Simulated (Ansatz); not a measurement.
Ga:
```xyz
4
Lattice="2.2397 -3.7981 0.0000 2.2397 3.7981 0.0000 0.0000 0.0000 4.4858" Properties=species:S:1:pos:R:3 pbc="T T T"
Ga     2.2397    -1.1845     1.8689
Ga     2.2397     1.1845     2.6169
Ga     2.2397    -2.6136     4.1118
Ga     2.2397     2.6136     0.3740
```

Relaxed with PBEsol. Special points in fractions of this cell's reciprocal vectors: Γ (0.000, 0.000, 0.000); Y (-0.500, 0.500, 0.000); C0 (-0.337, 0.663, 0.000); Σ0 (0.337, 0.337, 0.000); Z (0.000, 0.000, 0.500); A0 (0.337, 0.337, 0.500); E0 (-0.337, 0.663, 0.500); T (-0.500, 0.500, 0.500); S (0.000, 0.500, 0.000); R (0.000, 0.500, 0.500).

### Question
List the band energies nearest the Fermi level at these points for the program Ansatz at the PBEsol level (PAW).

### Answer
In eV from the Fermi level; about four levels below and three above (degenerate sets whole), none deeper than 8.9 eV; points with the same levels are listed once.

```tsv
k	below	above
Γ	-3.76 -1.76 -1.68 -0.74	0.92 1.00 1.08
Y	-4.10 -3.35 -1.69 -1.55	1.11 1.23 3.47
C0	-1.08 -1.05 -0.14 -0.04	1.04 2.05 2.86
Z	-0.04 -0.04 0.00 0.00	0.10 0.10 2.11 2.11
A0	-6.08 -6.08 -3.70 -3.70	4.19 4.19 5.21 5.21
T	-1.29 -1.29 -0.93 -0.93	6.86 6.86 8.08 8.08
S	-3.43 -3.43 -1.37 -1.37	0.77 0.77 4.25 4.25
R	-6.33 -6.33 -1.55 -1.55	0.55 0.55 7.35 7.35
```

Space group Cmce (α-Ga). The cell was relaxed with PBEsol under the symmetry of its start. Spin–orbit coupling is left out wherever it is not named.

Potentials: the earlier of the program's two PAW sets.
